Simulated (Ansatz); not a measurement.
Sr3BiN:
Space group Pm-3m (No. 221); a = 5.224 Å, b = 5.224 Å, c = 5.224 Å, α = 90.00°, β = 90.00°, γ = 90.00°

```
atom  site  symmetry       x       y       z
----  ----  --------  ------  ------  ------
Sr      3c    4/mm.m  0.0000  0.5000  0.5000
Bi      1a      m-3m  0.0000  0.0000  0.0000
N       1b      m-3m  0.5000  0.5000  0.5000
```

Relaxed with r²SCAN. Plane-wave PAW r²SCAN (Ansatz code) gives a gap of 0.60 eV.

What gap does HSE06 give on the same cell (Ansatz, PAW)?

0.96 eV, 0.36 eV more. The hybrid was solved on a coarser mesh and at special points; its gap is the smallest among all of these.

```json
[
 {"k": "Γ", "v1 r²SCAN": "0.00", "c1 r²SCAN": "0.60", "v1 HSE06": "0.00", "c1 HSE06": "0.96"},
 {"k": "R", "v1 r²SCAN": "-1.68", "c1 r²SCAN": "2.28", "v1 HSE06": "[?]", "c1 HSE06": "[?]"},
 {"k": "M", "v1 r²SCAN": "-0.87", "c1 r²SCAN": "2.56", "v1 HSE06": "[?]", "c1 HSE06": "[?]"},
 {"k": "X", "v1 r²SCAN": "-0.60", "c1 r²SCAN": "1.79", "v1 HSE06": "[?]", "c1 HSE06": "[?]"}
]
```

Top valence (v1) and lowest conduction level (c1) in eV from each method's valence maximum (which need not be a listed point): supply the withheld HSE06 values.


- R, v1 HSE06: -1.61
- R, c1 HSE06: 2.67
- X, v1 HSE06: -0.80
- X, c1 HSE06: 2.19
- M, v1 HSE06: -1.07
- M, c1 HSE06: 2.81

Cost on shared cores: the r²SCAN run (SCF on a 6×6×6 mesh, then bands and DOS) about 100 core-seconds (a rough figure), the HSE06 run (SCF on 3×3×3, then a few points) about 2.2 core-minutes (a rough figure); the tasks are unlike.

The workflow started from a Materials Project entry (that database holds measured and hypothetical structures alike); the Crystallography Open Database copy checked does not list it. Whether it is the stable phase at ambient conditions was not checked. Symmetry was held in the r²SCAN relaxation; whether a distortion lowers the energy is not shown. Scalar-relativistic: spin–orbit coupling is off unless named, which matters more the heavier the elements.

Potentials: the later of the program's two PAW sets.
